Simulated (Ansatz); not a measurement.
Relaxed candidate structures of GeS:

A. P6₃/mmc (No. 194), hP4, NiAs type; a = b = 3.668 Å, c = 6.686 Å, α = β = 90.00°, γ = 120.00°; Ge 2a (0.000, 0.000, 0.000); S 2c (0.333, 0.667, 0.250)

B. I4/mmm (No. 139), tI12; a = 4.8825 Å, b = 4.8825 Å, c = 10.3927 Å, α = 90.00°, β = 90.00°, γ = 90.00°; Ge 4d (0.000, 0.500, 0.250); Ge 2b (0.000, 0.000, 0.500); S 2a (0.000, 0.000, 0.000); S 4c (0.000, 0.500, 0.000)

C. P6₃/mmc (No. 194), hP12; a = b = 4.363 Å, c = 19.717 Å, α = β = 90.00°, γ = 120.00°; Ge 2d (0.667, 0.333, 0.250); Ge 4f (0.333, 0.667, 0.124); S 2c (0.333, 0.667, 0.250); S 4e (0.000, 0.000, 0.115)

D. P-6m2 (No. 187), hP2, AFLOW prototype AB_hP2_187_d_a (B_h, as in WC); a = b = 3.5361 Å, c = 3.4990 Å, α = β = 90.00°, γ = 120.00°; Ge 1a (0.000, 0.000, 0.000); S 1f (0.667, 0.333, 0.500)

Rank these by energy per atom (lowest first), as PBEsol (plane waves to 420 eV, PAW, scalar-relativistic; Ansatz, an electronic-structure program) gives it.

A (reference), D (+0.08 eV/atom), C (+0.29 eV/atom), B (+0.58 eV/atom)

The lowest structure calculated, Pnma, oP8, AFLOW prototype AB_oP8_62_c_c (B29, as in SnS), is not among these; it lies 0.13 eV/atom below the lowest of them. Probably no minimum, since a slightly shaken restart fell lower: P6₃/mmc, hP4, NiAs type (by 0.11 eV/atom, to Pmc2₁); I4/mmm, tI12 (by 0.60 eV/atom, to P1); P-6m2, hP2, AFLOW prototype AB_hP2_187_d_a (B_h, as in WC) (by 0.12 eV/atom, to P3m1).  3 generated cells of layers, chains or molecules, poorly bound without dispersion, are left out. Each run could gain symmetry but not lose that of its start, so entries can be saddle points. All of these are generated cells (placed on structure types, drawn at random, substituted or restacked) that were not matched to a known phase here. Energies are at zero temperature and pressure, without zero-point motion. Each cell has its own k-point mesh; energy differences are given only to the digits this allows. No spin polarisation in the result.
